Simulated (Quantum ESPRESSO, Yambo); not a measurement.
# Levels of theory for the gap of SrCd$_{2}$P$_{2}$

SrCd2P2 (space group P-3m1, No. 164): one geometry, one set of PBEsol (pw.x of Quantum ESPRESSO, ONCV potentials, scalar-relativistic) orbitals, self-energies from Yambo (3×3×2 Γ-centred k mesh, bands 9 to 230 and a 8 Ry block in the screening, 230 bands in G with the Bruneval-Gonze terminator, plasmon pole fitted at 27.2 eV).

The geometry is that of Materials Project entry mp-8277, symmetrised and not relaxed again.

```csv
level,gap Γ → Γ (eV),rough Yambo cost
PBEsol (Quantum ESPRESSO),0.64,–
exchange only (Hartree-Fock self-energy on PBEsol orbitals),6.70,about 1/10 (8 states)
static COHSEX@PBEsol,1.73,within a factor of two (2 states)
"G0W0@PBEsol, plasmon pole",1.33,1 (8 states)
```

Bare exchange has no screening and gives the widest gap; static COHSEX screens it but leaves out the frequency dependence, which G0W0 restores.

Costs are rough ratios of core time on shared machines.

Nearest settings tried, and what they do to the gap: 149 bands in W, 149 bands in G: +4 meV; 7 Ry block (263 vectors against 325): -6 meV; 3×3×1 mesh: -86 meV. So the settings aren't converged at that level. The k mesh is coarse.

Spin-orbit splittings are left out.

The structure is a Materials Project entry; no match was found in the copy of COD used, and its stability was not checked.
